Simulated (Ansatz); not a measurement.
NaCl:
```yaml
crystal:
  lattice:
    - [0.00000, 2.73212, 2.73212]
    - [2.73212, 0.00000, 2.73212]
    - [2.73212, 2.73212, 0.00000]
  atoms:
    - { symbol: Na, position: [0.00000, 0.00000, 0.00000] }
    - { symbol: Cl, position: [0.50000, 0.50000, 0.50000] }
```

Tensor components refer to the Cartesian frame of this cell.

Task: Give the high-frequency dielectric tensor and the Born effective charge tensors of the independent atoms from DFPT, DFT-LDA in the program Ansatz with PAW potentials.

Result: 
ε∞:
```
2.67  0.00  0.00
0.00  2.67  0.00
0.00  0.00  2.67
```
Z* of atom 1 (Na), rows: field, columns: displacement, in e:
```
1.07  0.00  0.00
0.00  1.07  0.00
0.00  0.00  1.07
```
Z* of atom 2 (Cl), rows: field, columns: displacement, in e:
```
-1.07   0.00   0.00
 0.00  -1.07   0.00
 0.00   0.00  -1.07
```

Space group Fm-3m (rock salt). The cell was relaxed with LDA under the symmetry of its start.

Potentials: the later of the program's two PAW sets.
